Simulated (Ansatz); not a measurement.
# Notes on LuBr3O

```
CELL_PARAMETERS angstrom
0.00000 3.91644 0.00000
8.55475 -1.95822 0.00000
3.79129 0.00000 -8.64911
ATOMIC_POSITIONS crystal
O 0.73100 0.46200 0.57900
O 0.26900 0.53800 0.42100
Lu 0.19600 0.39200 0.68490
Lu 0.80400 0.60800 0.31510
Br 0.33000 0.66000 0.75050
Br 0.67000 0.34000 0.24950
Br 0.61690 0.23380 0.93410
Br 0.38310 0.76620 0.06590
Br 0.04790 0.09580 0.64970
Br 0.95210 0.90420 0.35030
```

Level: PBE, no spin polarisation; 420 eV; 7×7×3 Γ-centred mesh; fermi-dirac occupations (width 0.1 eV); Ansatz 0.2.0, fixed geometry.

Problem. What does the stress say?

Solution. The pressure is 0.9 GPa (compression positive), so with the atoms held at these fractions the cell would first expand; the forces are large, so a full relaxation may end otherwise. The principal stresses -1.5, -0.1, 4.2 GPa differ, so its shape would change too.

Problem. Describe some of the short contacts.

Solution. O–Lu at 2.17 Å: least valence density 0.54 e/Å³ and ELF 0.17 there. O–O at 2.39 Å: least valence density 0.24 e/Å³ and ELF 0.10 there. Br–Lu at 2.60 Å: least valence density 0.41 e/Å³ and ELF 0.23 there. These are pseudo-fields; inside the PAW spheres they differ from the all-electron ones.

Problem. Give the Bader charges.

Solution. Bader charges in e: Lu +2.04, Br -0.39 to -0.31, O -1.03. In the mean Lu gives up most and O takes most.

Problem. Where is the largest force?

Solution. The largest is on Lu3 (and as large on other atoms): 1.48 eV/Å, components (-0.35, 0.00, 1.43). It makes 67° with the line to a nearest neighbour, O1 at 2.17 Å.

Problem. What happens at the Fermi level?

Solution. It is a metal, with about 19 states/eV a cell as the mean within 0.25 eV of the Fermi level, mostly Br p (71 %) and O p (25 %).

Origin: a known structure type with other elements, at an estimated volume, so it need not be a known compound. Caveats: many states at the Fermi level without spin polarisation, so a magnetic state may lie lower.
